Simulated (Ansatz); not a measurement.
## Sn3Bi (Pm-3m), rigid cleavage

Method: DFT r2SCAN, scalar-relativistic, plane waves, PAW (Ansatz). The runs took a 500 eV cutoff, a Γ-centred 10×10×5 mesh and Gaussian smearing (0.15 eV). Spin–orbit coupling is left out, which can shift energies with elements as heavy as these. No spin polarisation. Energies are free energies at this smearing, counted from the undisturbed cell; pressure is positive in compression.

Reference structure (relaxed at this level; it needn't be the usual structure):

```
Sn Bi
1.0
     0.00000   -4.84937    0.00000
     0.00000    0.00000   -4.84937
     9.69873    0.00000    0.00000
Sn Bi
6 2
Direct
  0.50000 0.50000 0.87500
  0.50000 0.50000 0.37500
  0.00000 0.50000 0.12500
  0.00000 0.50000 0.62500
  0.50000 0.00000 0.12500
  0.50000 0.00000 0.62500
  0.00000 0.00000 0.87500
  0.00000 0.00000 0.37500
```

The cut lies on the cell's a–b face, a (1 0 0) plane (indices in the standard cell, whose axes needn't be the Cartesian ones shown) of area 23.52 Å², between layers 2.42 Å apart. Vector c is lengthened by d along the normal with the atoms' Cartesian places fixed: one unrelaxed cut a cell. The cell is metallic on the mesh throughout.

| d (Å) | energy (J/m²) |
| --- | --- |
| 0.00 | 0.00 |
| 0.50 | 0.12 |
| 1.00 | 0.31 |
| 3.00 | 0.67 |

Task: Predict the traction dE/dd (GPa) at each point.

Result:
```
d (Å) traction dE/dd (GPa)
 0.00                   0.0
 0.50                   3.6
 1.00                   3.6
 3.00                   0.5
```

Cost: 4 runs of about 15 core-minutes in all, on Arm Neoverse V1 (shared hosts).